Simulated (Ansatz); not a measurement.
**YSe (Fm-3m): electronic heat capacity and spin susceptibility from the density of states**

The calculation used Ansatz 0.2.0, DFT r2SCAN, scalar-relativistic, plane waves, PAW.

Plane waves to 500 eV, a k mesh through Γ of 12×12×12 on the computed 2-atom cell and Gaussian smearing (0.10 eV); no spin polarisation.

Relaxed cell: Fm-3m, a = 5.759 Å, b = 5.759 Å, c = 5.759 Å, α = 90.00°, β = 90.00°, γ = 90.00°, 2 atoms in the primitive cell. Whether it is the stable form of this composition wasn't checked.

The density of states at the Fermi level is 1.005 states/eV in the cell of 2 atoms (1 formula unit; both spins, tetrahedra on a 18×18×18 mesh).

What Sommerfeld coefficient and Pauli susceptibility does this give?

Per formula unit N(E_F) = 1.005 states/eV. γ = (π²/3) k_B² N(E_F) N_A = 2.357 mJ/(mol K²) per state/eV, so γ = 2.4 mJ/(mol K²), a mole of formula units. χ_P = μ_B² N(E_F) N_A = 3.23×10⁻⁵ emu/mol per state/eV gives 3.2×10⁻⁵ emu/mol. This is the bare band result: a measured γ of the same phase is as a rule larger by a factor 1 + λ from phonons and spin fluctuations, the spin part of χ is larger by the Stoner factor, and a measured χ also holds orbital and core terms. N(E_F) at one energy is sensitive to the mesh where the density of states has sharp peaks.

Spin polarisation was left out, and a magnetic state may lie lower.

Cost: 1 run of about 0.48 core-minutes, on Arm Neoverse V2 (shared hosts).